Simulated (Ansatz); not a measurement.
Rb2NaScCl6:
```yaml
crystal:
  lattice:
    - [0.00000, 5.18522, 5.18522]
    - [5.18522, 0.00000, 5.18522]
    - [5.18522, 5.18522, 0.00000]
  atoms:
    - { symbol: Rb, position: [0.75000, 0.75000, 0.75000] }
    - { symbol: Rb, position: [0.25000, 0.25000, 0.25000] }
    - { symbol: Na, position: [0.50000, 0.50000, 0.50000] }
    - { symbol: Sc, position: [0.00000, 0.00000, 0.00000] }
    - { symbol: Cl, position: [0.76075, 0.23925, 0.23925] }
    - { symbol: Cl, position: [0.23925, 0.76075, 0.76075] }
    - { symbol: Cl, position: [0.23925, 0.76075, 0.23925] }
    - { symbol: Cl, position: [0.76075, 0.23925, 0.76075] }
    - { symbol: Cl, position: [0.23925, 0.23925, 0.76075] }
    - { symbol: Cl, position: [0.76075, 0.76075, 0.23925] }
```

Relaxed with r²SCAN. Special points in fractions of this cell's reciprocal vectors: Γ (0.000, 0.000, 0.000); X (0.500, 0.000, 0.500); U (0.625, 0.250, 0.625); K (0.375, 0.375, 0.750); L (0.500, 0.500, 0.500); W (0.500, 0.250, 0.750).

Problem. List the band energies nearest the valence-band maximum at these points for r²SCAN (plane waves, PAW; program Ansatz).

Solution. In eV from the valence-band maximum; about four levels below and three above (degenerate sets whole), none deeper than 8.9 eV; points with the same levels are listed once.

| k | below | above |
|---|---|---|
| Γ | -0.31 -0.31 -0.31 0.00 0.00 0.00 | 4.39 4.39 4.39 |
| X | -0.68 -0.68 -0.48 -0.48 -0.02 | 4.40 4.69 4.69 |
| U | -0.56 -0.47 -0.45 -0.13 | 4.47 4.64 4.66 |
| L | -0.37 -0.37 -0.34 -0.34 -0.24 | 4.48 4.55 4.55 |
| W | -0.68 -0.62 -0.26 -0.26 | 4.54 4.54 4.69 |

Space group Fm-3m. The workflow started from a Materials Project entry (that database holds measured and hypothetical structures alike); the Crystallography Open Database copy checked does not list it. Whether it is the stable phase at ambient conditions was not checked. The cell was relaxed with r²SCAN under the symmetry of its start; its stability against distortions is not shown here. No spin polarisation was allowed. Scalar-relativistic: spin–orbit coupling is off unless named, which matters more the heavier the elements.

Potentials: the later of the program's two PAW sets.
